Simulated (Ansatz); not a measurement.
# SrCa3: what symmetry allows forces and stress to be

```
Sr Ca
1.0
     5.71677    0.00000    0.00000
     0.00000    5.71677    0.00000
     0.00000    0.00000    5.71677
Sr Ca
1 3
Direct
  0.00000 0.00000 0.00000
  0.00000 0.50000 0.56560
  0.50000 0.00000 0.50000
  0.50000 0.50000 0.00000
```

Method: DFT PBEsol, scalar-relativistic, plane waves, PAW in Ansatz.

Cutoff 420 eV; k points 6×6×6 on the computed 4-atom cell (Γ-centred); Gaussian smearing, width 0.10 eV; no spin polarisation.

This distorted cell has space group Pmm2, with 4 operations.

**Question.** Without a calculation: in which directions can each atom feel a force?

**Answer.** A force must be left unchanged by every operation that keeps its atom in place, so it lies in the space that those operations leave fixed. Atoms that the group maps onto each other feel forces of one size.
| atom | site symmetry | operations at the site | equivalent to atom | allowed force (Cartesian) |
| --- | --- | --- | --- | --- |
| Sr1 | mm2 | 4 | 1 | along (0.00, 0.00, 1.00) |
| Ca2 | mm2 | 4 | 2 | along (0.00, 0.00, 1.00) |
| Ca3 | mm2 | 4 | 3 | along (0.00, 0.00, 1.00) |
| Ca4 | mm2 | 4 | 4 | along (0.00, 0.00, 1.00) |

That leaves 4 independent force components of 12, tied by 1 condition that the forces sum to zero, so 3 remain. A relaxation in this cell that keeps the symmetry moves the atoms in these directions alone.

**Question.** And the stress tensor?

**Answer.** It must be invariant under the point group, which leaves 3 independent components: yz, xz, xy vanish.

**Question.** Do the computed values obey this?

**Answer.** Yes. Forces (eV/Å):
```
Sr1  0.000  0.000  0.356
Ca2  0.000  0.000 -0.705
Ca3  0.000  0.000  0.102
Ca4  0.000  0.000  0.247
```

Stress (GPa, compression positive, xx yy zz yz xz xy): -0.87 -0.81 -0.84 0.00 0.00 0.00. The program imposes the same operations on density, forces and stress, so this confirms the analysis and is no independent test of the calculation.